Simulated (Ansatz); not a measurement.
**Stationary points along a deformation path in W**

Method: Ansatz 0.2.0, DFT LDA, scalar-relativistic, plane waves, PAW. Settings: plane waves to 420 eV, k-mesh 22×22×22 (Γ-centred), Gaussian smearing 0.15 eV. Spin–orbit coupling is left out, which can shift energies with elements as heavy as these. No spin polarisation. Energies are free energies at this smearing, counted from the undisturbed cell; pressure is positive in compression.

Reference structure (as given, not relaxed at this level; it stands at -17.9 GPa; this fcc form isn't the usual structure):

```
W
1.0
     0.00000    2.03000    2.03000
     2.03000    0.00000    2.03000
     2.03000    2.03000    0.00000
W
1
Direct
  0.00000 0.00000 0.00000
```

At fixed volume and fractional coordinates, lengths along (0.000, 0.000, 1.000) are scaled against those across it; ρ is that ratio over its starting value. V = 16.731 Å³/atom. Δσ is the stress along the axis less the mean stress across it (compression positive).

```csv
ρ,ΔE (meV/atom),Δσ (GPa),space group
0.707,-447.8,0.04,Im-3m
0.780,-364.4,-22.97,I4/mmm
0.850,-205.2,-27.75,I4/mmm
0.920,-65.8,-20.84,I4/mmm
1.000,0.0,0.00,Fm-3m
1.100,-57.0,11.01,I4/mmm
1.200,-99.9,1.38,I4/mmm
1.300,-60.2,-17.90,I4/mmm
1.414,127.4,-46.29,I4/mmm
```

Q: How does the stress give the slope of the energy, and where is the energy stationary?

A: Along the path d ln(length) is 2/3 d ln ρ on the axis and −1/3 d ln ρ across it, so dE/d ln ρ = −(2/3) V Δσ: the energy falls with ρ where Δσ is positive. Δσ vanishes or changes sign at ρ = 0.707 (Im-3m, an end of the scan), at -447.8 meV/atom; at ρ = 1.000 (Fm-3m), a maximum at 0.0 meV/atom; between ρ = 1.200 and 1.300, a minimum (near 1.21 by linear interpolation). Pairs of stationary points between two samples would go unseen, and could change a minimum read from distant neighbours into a maximum. At ρ = 0.707, 1.000 the cell is cubic, where symmetry alone makes the stress isotropic and the slope zero.

Q: Which shear constant sets the curvature at ρ = 1?

A: For a cubic crystal E/V = (2/3) C (ln ρ)² with C = C′ = (C11 − C12)/2, so Δσ = −2C ln ρ. The parabola of Δσ against ln ρ through ρ = 0.920, 1 and 1.100 gives C ≈ -94 GPa with the ions clamped, rough because the steps are large. It is the stress–strain coefficient at this cell's pressure of -17.9 GPa, not the zero-pressure constant. It is negative, so the cubic cell is unstable to this shear.

Q: Integrate that slope from ρ = 1 to 1.300 by the trapezoid rule.

A: With V/N in Å³ and 1 eV/Å³ = 160.2 GPa the slopes at ρ = 1.000, 1.100, 1.200, 1.300 are 0, -766, -96, 1246 meV/atom per unit of ln ρ. The steps add (-36.5) + (-37.5) + 46.0 = -28.0 meV/atom, against -60.2 from the energies; the trapezoid rule misses the curvature of the slope within each step.

Q: Is the start the lowest point of the path?

A: No: ρ = 0.707 lies 447.8 meV/atom lower, with no sampled rise above the start on the way. Volume and inner coordinates are held, so a relaxed structure there would lie lower still.

In a metal these slopes depend on the k mesh and the smearing.